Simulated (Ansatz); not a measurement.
Sr3Ta2ZnO9:
```
CELL_PARAMETERS angstrom
      5.59181     0.00000     0.00000
     -2.79591     4.84265     0.00000
      0.00000     0.00000     6.88971
ATOMIC_POSITIONS crystal
  Sr 0.00000 0.00000 0.00000
  Sr 0.66667 0.33333 0.34091
  Sr 0.33333 0.66667 0.65909
  Ta 0.66667 0.33333 0.82253
  Ta 0.33333 0.66667 0.17747
  Zn 0.00000 0.00000 0.50000
  O  0.50000 0.00000 0.00000
  O  0.00000 0.50000 0.00000
  O  0.50000 0.50000 0.00000
  O  0.83130 0.66260 0.67269
  O  0.16870 0.33740 0.32731
  O  0.33740 0.16870 0.67269
  O  0.66260 0.83130 0.32731
  O  0.83130 0.16870 0.67269
  O  0.16870 0.83130 0.32731
```

Relaxed with LDA. Special points in fractions of this cell's reciprocal vectors: Γ (0.000, 0.000, 0.000); M (0.500, 0.000, 0.000); K (0.333, 0.333, 0.000); A (0.000, 0.000, 0.500); L (0.500, 0.000, 0.500); H (0.333, 0.333, 0.500).

**Question.** List the band energies nearest the valence-band maximum at these points for the program Ansatz at the LDA level (PAW).

**Answer.** In eV from the valence-band maximum; about four levels below and three above (degenerate sets whole), none deeper than 8.9 eV; points with the same levels are listed once.

```tsv
k	below	above
Γ	-0.60 -0.60 -0.59 -0.58	3.17 3.36 3.36
M	-1.06 -0.37 -0.33 -0.06	3.81 4.50 4.51
K	-0.79 -0.79 -0.70 -0.58 -0.58	4.59 4.64 4.64
A	-0.29 -0.29 -0.29 -0.01 -0.01	3.54 3.67 3.67
L	-0.78 -0.72 -0.67 -0.15	3.55 4.61 4.73
H	-1.06 -1.06 -0.94 -0.03 -0.03	4.25 4.25 4.27
```

Space group P-3m1. The first step of the workflow began from a Materials Project structure, measured or hypothetical; the Crystallography Open Database copy checked does not list it. With Ta and Zn taken as one species the cell has the higher symmetry Pm-3m, so it may be an ordered model of a mixed-site phase. Its standing as an ambient phase is unchecked. The cell was relaxed with LDA under the symmetry of its start. At this level the phase is dynamically unstable (imaginary phonons). No spin polarisation was allowed. Spin–orbit coupling is left out wherever it is not named.

Potentials: the later of the program's two PAW sets.
